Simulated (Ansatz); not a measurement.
BeAg:
```
BeAg
1.0
    2.93118     0.00000     0.00000
    0.00000     2.93118     0.00000
    0.00000     0.00000     2.93118
Be Ag
1 1
Direct
  0.00000   0.00000   0.00000
  0.50000   0.50000   0.50000
```

Relaxed with r²SCAN.

Question: Map the electron localisation function on the plane through (0.000, 0.000, 0.000) spanned by u = [1, 0, 0] and v = [0, 1, 1] in lattice vectors, from r²SCAN in the plane-wave PAW code Ansatz.

Answer: x is the fraction of u, y of v (the angle between them is 90°; rows are the nearest grid lines); atoms in the plane: Be at (0.00, 0.00), Ag at (0.50, 0.50).
```
|   .-+++++++-.   |
|   .=+++++++=.   |
|  .-=++===++=-.  |
|.:-++==---==++-:.|
|==++=--:::--=++==|
|+++=-:::::::-=+++|
|==--::-----::--==|
|--::--==+==--::--|
|::::-=+***+=-::::|
|:::-=+*#%#*+=-:::|
|:::-=+#@@@#+=-:::|
|:::-=+#@@@#+=-:::|
|:::-=+*#%#*+=-:::|
|::::-=+***+=-::::|
|--::--==+==--::--|
|==--::-----::--==|
|+++=-:::::::-=+++|
|==++=--:::--=++==|
|.:-++==---==++-:.|
|  .-=++===++=-.  |
|   .=+++++++=.   |
|   .-+++++++-.   |
```
Scale: ten equal steps from 0.000 (start of ' ') to 0.857 (end of '@'), in the order ' .:-=+*#%@'; x runs from 0.000 to 1.00, y from 0.000 (bottom) to 1.00 (top).

The density is the valence pseudo-density with augmentation charge, so density and ELF within about 1 Å of a nucleus are not all-electron values.

Space group Pm-3m (CsCl type). The start of the workflow was typed in or built on a structure type; neither database checked (COD, Materials Project) lists it. Whether it is the stable phase at ambient conditions was not checked. The cell was relaxed with r²SCAN under the symmetry of its start; whether a distortion lowers the energy is not shown. No spin polarisation was allowed. Its formation energy is positive at this level, so the cell may be metastable or incomplete.

Potentials: the earlier of the program's two PAW sets.
